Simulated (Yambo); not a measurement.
Yambo run on Cs2O (space group R-3m, No. 166) under isotropic strain of -3 % on all lattice vectors. The wavefunctions come from this Quantum ESPRESSO step (PBEsol, PseudoDojo standard norm-conserving files, scalar-relativistic):

```
&CONTROL
  calculation = 'nscf'
  pseudo_dir = './pseudo'
  outdir = './out'
/
&SYSTEM
  ibrav = 0
  nat = 3
  ntyp = 2
  ecutwfc = 84.0
  ecutrho = 336.0
  occupations = 'fixed'
  force_symmorphic = .true.
  nbnd = 142
/
&ELECTRONS
  conv_thr = 3.0000000000000004e-09
  diago_full_acc = .true.
  diago_thr_init = 1e-08
/
ATOMIC_SPECIES
O 15.9990 O.upf
Cs 132.9055 Cs.upf
CELL_PARAMETERS angstrom
  1.990213676174   1.149050401684   6.683028917869
 -1.990213676174   1.149050401684   6.683028917869
  0.000000000000  -2.298100803368   6.683028917869
ATOMIC_POSITIONS crystal
O   0.000000000000   0.000000000000   0.000000000000
Cs   0.256255980200   0.256255980200   0.256255980200
Cs   0.743744019800   0.743744019800   0.743744019800
K_POINTS automatic
4 4 4 0 0 0
```

Yambo input:

```
rim_cut
gw0
dyson
el_el_corr
HF_and_locXC
ppa
em1d
RandQpts= 1000000
RandGvec= 1 Ry
EXXRLvcs= 84 Ry
VXCRLvcs= 336 Ry
Chimod= "HARTREE"
% BndsRnXp
 1 | 140 |
%
NGsBlkXp= 7 Ry
% LongDrXp
 1.0 | 1.0 | 1.0 |
%
PPAPntXp= 27.2114 eV
% GbndRnge
 1 | 140 |
%
GTermKind= "BG"
DysSolver= "n"
ExtendOut
% QPkrange
 1 | 1 | 12 | 13 |
 3 | 3 | 12 | 13 |
 7 | 7 | 12 | 13 |
%
```

k points by index: 1 = Γ, 3 = L, 7 = F.

Resulting energies as the program prints them:

```
#    K-point    Band    Eo [eV]    E [eV]    E-Eo [eV]    Vxc [eV]    Vnlxc [eV]    Sc|Eo [eV]    Sc|E [eV]    dSc/dw|Eo [eV]    Re(Z)    Im(Z)
#
    1    12    -0.570757    -1.088486    -0.517729    -17.08097    -22.16041    4.384855    4.561705    -9.289458    0.745489    -0.002895
    1    13    1.329721    1.574999    0.245278    -7.335669    -3.574096    -3.470264    -3.516295    -5.104287    0.842048    -0.001182
    3    12    0.000000    -0.506904    -0.506904    -17.25147    -21.85283    3.930484    4.094449    -8.798763    0.755654    -0.001856
    3    13    3.117434    3.564389    0.446954    -8.130547    -3.924391    -3.671601    -3.759202    -5.331796    0.836161    -0.001225
    7    12    -0.205215    -0.743711    -0.538496    -16.88829    -21.60532    4.003146    4.178535    -8.858219    0.754403    -0.002721
    7    13    2.357440    2.710842    0.353401    -7.653445    -3.672944    -3.559229    -3.627100    -5.224183    0.838935    -0.001191
```
(The two width columns are left out.) Convergence of these settings isn't established.

Geometry strained from the cell relaxed with PBEsol, atoms relaxed again.
